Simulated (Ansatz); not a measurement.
Al3Ni2 (La2O3 or Ni2Al3 type, space group No. 164), the program Ansatz at the PBE level (PAW), all energies at zero smearing, with the estimated change up to a 700 eV cutoff added, with one set of potentials and settings (totals compare only within such a set). Cell of 5 atoms (3 Al, 2 Ni): -13295.018 eV.

```json
[
 {"element": "Al", "reference phase": "Fm-3m, 1 atoms in the cell", "E (eV/atom)": "-537.5049"},
 {"element": "Ni", "reference phase": "Fm-3m, 1 atoms in the cell, spin-polarised", "E (eV/atom)": "-5839.7239"}
]
```

Formation energy per atom, worked out: (-13295.018 − 3×(-537.5049) − 2×(-5839.7239))/5 = -0.611 eV/atom (-59 kJ per mol of atoms), at 0 K, without zero-point energy or fitted corrections.

Space group P-3m1 (La2O3 or Ni2Al3 type). The workflow started from a Materials Project entry (that database holds measured and hypothetical structures alike); the Crystallography Open Database copy checked does not list it. Its standing as an ambient phase is unchecked. The cell keeps a stress of up to 0.2 GPa. Symmetry was held in the PBE relaxation; of distortions, only those at the zone centre were tested. The run is not spin-polarised. The references are the lowest solids computed at this level, not always the standard phases.

Potentials: the later of the program's two PAW sets.
